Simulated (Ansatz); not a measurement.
TiGaNi:
```xyz
9
Lattice="6.7252 0.0000 0.0000 -3.3626 5.8242 0.0000 0.0000 0.0000 3.1313" Properties=species:S:1:pos:R:3 pbc="T T T"
Ti    -2.0379     3.5297     1.5656
Ti     4.0757     0.0000     1.5656
Ti     1.3248     2.2946     1.5656
Ga    -0.9140     1.5830     0.0000
Ga     1.8279     0.0000     0.0000
Ga     2.4486     4.2412     0.0000
Ni     0.0000     0.0000     1.5656
Ni     0.0000     3.8828     0.0000
Ni     3.3626     1.9414     0.0000
```

Relaxed with r²SCAN. Special points in fractions of this cell's reciprocal vectors: Γ (0.000, 0.000, 0.000); M (0.500, 0.000, 0.000); K (0.333, 0.333, 0.000); A (0.000, 0.000, 0.500); L (0.500, 0.000, 0.500); H (0.333, 0.333, 0.500).

Problem. List the band energies nearest the Fermi level at these points for r²SCAN (plane waves, PAW; program Ansatz).

Solution. In eV from the Fermi level; about four levels below and three above (degenerate sets whole), none deeper than 8.9 eV; points with the same levels are listed once.

```json
[
 {"k": "Γ", "below": "-2.08 -2.08 -0.61 -0.61", "above": "0.01 0.42 0.42"},
 {"k": "M", "below": "-1.76 -1.29 -1.13 -0.64", "above": "0.04 0.06 0.20"},
 {"k": "K", "below": "-0.88 -0.87 -0.87 -0.01", "above": "0.15 0.15 0.90"},
 {"k": "A", "below": "-1.04 -0.59 -0.50 -0.50", "above": "0.84 0.84 0.91 0.91"},
 {"k": "L", "below": "-1.17 -1.07 -1.01 -0.72", "above": "0.37 0.86 0.95"},
 {"k": "H", "below": "-1.15 -1.01 -1.01 -0.86", "above": "0.52 0.52 0.72"}
]
```

Space group P-62m. The workflow started from a Materials Project entry (that database holds measured and hypothetical structures alike); the Crystallography Open Database files this formula in space group No. 189, but the cells were not matched. Its standing as an ambient phase is unchecked. The cell was relaxed with r²SCAN under the symmetry of its start; whether a distortion lowers the energy is not shown. No spin polarisation was allowed. Spin–orbit coupling is left out wherever it is not named.

Potentials: the later of the program's two PAW sets.
